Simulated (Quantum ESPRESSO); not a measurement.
```
CELL_PARAMETERS angstrom
      2.93994     0.00000     0.00000
     -1.46997     2.54606     0.00000
      0.00000     0.00000     2.89018
ATOMIC_POSITIONS crystal
  N  0.66667 0.33333 0.00000
  Ta 0.00000 0.00000 0.50000
```

The geometry is that of Materials Project entry mp-1459, symmetrised and not relaxed again.

### Question
What does PBEsol (Quantum ESPRESSO, PseudoDojo norm-conserving, 84 Ry, without SOC) give for the electronic structure near the Fermi level?

### Answer
At this level the gap is closed or nearly so: along the path the highest valence and lowest conduction bands touch, or overlap by less than 0.6 eV, a zero-gap or semimetallic result; the valence top lies at 60 % of the way from Γ to A, the conduction bottom at A, 0.50 eV lower. Semilocal functionals close the gaps of some narrow-gap semiconductors, so this alone doesn't show that the compound has none. Spin-orbit coupling is left out, which matters for elements this heavy: edges can move by tenths of an eV.
